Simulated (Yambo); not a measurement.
Yambo run on CsO (space group Immm, No. 71). The wavefunctions come from this Quantum ESPRESSO step (LDA, PseudoDojo standard norm-conserving files, scalar-relativistic):

```
&CONTROL
  calculation = 'nscf'
  pseudo_dir = './pseudo'
  outdir = './out'
/
&SYSTEM
  ibrav = 0
  nat = 4
  ntyp = 2
  ecutwfc = 84.0
  ecutrho = 336.0
  occupations = 'fixed'
  force_symmorphic = .true.
  nbnd = 111
/
&ELECTRONS
  conv_thr = 4e-09
  diago_full_acc = .true.
  diago_thr_init = 1e-08
/
ATOMIC_SPECIES
O 15.9990 O.upf
Cs 132.9055 Cs.upf
CELL_PARAMETERS angstrom
 -2.091323970000   3.101922808000   3.647185443000
  2.091323970000  -3.101922808000   3.647185443000
  2.091323970000   3.101922808000  -3.647185443000
ATOMIC_POSITIONS crystal
O   0.617910800600  -0.000000000000   0.617910800600
O   0.382089199400   0.000000000000   0.382089199400
Cs   0.251879557900   0.251879557900   0.000000000000
Cs   0.748120442100   0.748120442100   0.000000000000
K_POINTS automatic
4 4 4 0 0 0
```

Yambo input:

```
rim_cut
gw0
dyson
el_el_corr
HF_and_locXC
ppa
em1d
RandQpts= 1000000
RandGvec= 1 Ry
EXXRLvcs= 84 Ry
VXCRLvcs= 336 Ry
Chimod= "HARTREE"
% BndsRnXp
 1 | 110 |
%
NGsBlkXp= 6 Ry
% LongDrXp
 1.0 | 1.0 | 1.0 |
%
PPAPntXp= 27.2114 eV
% GbndRnge
 1 | 110 |
%
GTermKind= "BG"
DysSolver= "n"
ExtendOut
% QPkrange
 1 | 1 | 15 | 16 |
 18 | 18 | 15 | 16 |
%
```

k points by index: 1 = Γ, 18 = (-0.5, -0.5, -0.5).

Resulting energies as the program prints them:

```
#    K-point    Band    Eo [eV]    E [eV]    E-Eo [eV]    Vxc [eV]    Vnlxc [eV]    Sc|Eo [eV]    Sc|E [eV]    dSc/dw|Eo [eV]    Re(Z)    Im(Z)
#
    1    15    0.000000    -0.811490    -0.811490    -19.67031    -25.16120    4.447001    4.679405    -7.791682    0.777397    -0.001454
    1    16    1.834492    2.645184    0.810692    -7.963165    -3.584137    -3.436186    -3.568337    -4.435182    0.859852    -0.936357E-3
    18    15    -0.621532    -1.452007    -0.830475    -18.81566    -24.36464    4.475688    4.718511    -7.954360    0.773799    -0.001917
    18    16    1.793685    2.607786    0.814100    -7.768357    -3.469628    -3.352971    -3.484628    -4.400134    0.860805    -0.939745E-3
```
(The two width columns are left out.) Convergence of these settings isn't established.

Geometry relaxed with LDA.

The structure is a Materials Project entry; no match was found in the copy of COD used, and its stability was not checked.
